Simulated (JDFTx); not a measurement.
System: Cu(111) (Fm-3m bulk; lattice of mp-30, not re-optimised at this level), (1×1) cell of 5 atoms in 5 planes, area 5.54 Å² a face, 8.4 Å between the outermost planes in a cell 27.3 Å high; k mesh 10×10×1, Fermi width 0.01 Ha, no spin polarisation.

Adsorbate: O on both faces at 1.00 monolayer, started hollow above an atom 4.1 Å below the top plane and relaxed in vacuum, keeping the symmetry of the start.

All numbers are PBE, GBRV ultrasoft potentials, plane waves to 20/100 Ha results from a modified build of JDFTx, not measurements. The adsorption energy per O is [E(slab + 2 O) − E(slab)]/2 − (E(H2O) − E(H2)), with the gas molecules relaxed at the same level and slab energies taken as (E + F)/2, the usual estimate of zero smearing. In reaction energies these potentials put H₂ about 0.03 eV too high against large-basis PBE. No zero-point energy or vibrational entropy is included. Both faces are alike, and the cell allows no reconstruction beyond its size.

Question: Predict the adsorption energy and the geometry, and the change of the work function.

Answer: 2.83 eV. O sits 1.22 Å above the highest substrate atom, bound to 3 Cu at 1.91 Å. The work function goes from 4.88 to 8.16 eV. In linear PCM (GLSSA13), water, 1 M KF, at zero charge, the adsorption energy is 2.83 eV and the potential of zero charge moves from 0.18 to 3.56 V vs SHE (4.44 V convention).
